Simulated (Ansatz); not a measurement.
NaF:
```
CELL_PARAMETERS angstrom
      0.00000     2.35046     2.35046
      2.35046     0.00000     2.35046
      2.35046     2.35046     0.00000
ATOMIC_POSITIONS crystal
  Na 0.00000 0.00000 0.00000
  F  0.50000 0.50000 0.50000
```

Relaxed with PBE. Special points in fractions of this cell's reciprocal vectors: Γ (0.000, 0.000, 0.000); X (0.500, 0.000, 0.500); U (0.625, 0.250, 0.625); K (0.375, 0.375, 0.750); L (0.500, 0.500, 0.500); W (0.500, 0.250, 0.750).

### Question
List the band energies nearest the valence-band maximum at these points for PBE (plane waves, PAW; program Ansatz).

### Answer
In eV from the valence-band maximum; about four levels below and three above (degenerate sets whole), none deeper than 8.9 eV; … stands for higher levels left out; points with the same levels are listed once.

```csv
k,below,above
Γ,0.00 0.00 0.00,6.09 …
X,-1.21 -0.38 -0.38,12.80 …
U,-1.00 -0.78 -0.35,12.59 …
L,-1.49 -0.23 -0.23,10.53 …
W,-0.82 -0.82 -0.53,…
```

Space group Fm-3m (rock salt). Symmetry was held in the PBE relaxation.

Potentials: the later of the program's two PAW sets.
